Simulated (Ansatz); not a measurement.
Pb (fcc (Cu type)), relaxed and computed with several functionals in Ansatz (plane waves, PAW).

```csv
functional,a (Å)
PBE,5.041
r²SCAN+D4,4.971
PBE+D3(BJ),4.959
PBEsol,4.935
LDA,4.882
r²SCAN,[?]
```

Q: Some entries are withheld; supply them.

A: 
- r²SCAN, a (Å): 4.996

All cells were relaxed under the symmetry of their starts (and spin orders); stability against distortions was not tested throughout. Spin–orbit coupling is left out wherever it is not named.

Potentials: the later of the program's two PAW sets.

Ansatz (an electronic-structure program) is a plane-wave DFT program.
